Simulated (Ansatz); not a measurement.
S (α-S8), relaxed and computed with several functionals in Ansatz (plane waves, PAW).

```json
[
 {"functional": "PBEsol", "a (Å)": "10.614", "c (Å)": "24.297", "V (Å³/atom)": "26.12", "gap (eV)": "1.99"},
 {"functional": "r²SCAN+D4", "a (Å)": "10.443", "c (Å)": "24.542", "V (Å³/atom)": "25.62", "gap (eV)": "2.29"},
 {"functional": "LDA", "a (Å)": "9.967", "c (Å)": "23.549", "V (Å³/atom)": "22.48", "gap (eV)": "1.60"},
 {"functional": "r²SCAN", "a (Å)": "10.797", "c (Å)": "24.914", "V (Å³/atom)": "27.76", "gap (eV)": "2.47"}
]
```

Weakly bound layers, chains or molecules computed without a dispersion correction, so cells and soft constants are ill determined: S, α-S8 with PBEsol; S, α-S8 with LDA; S, α-S8 with r²SCAN. All cells were relaxed under the symmetry of their starts (and spin orders); stability against distortions was not tested throughout.

Potentials: the later of the program's two PAW sets.

Ansatz (a quantum-chemistry and plane-wave program) is a plane-wave DFT program.
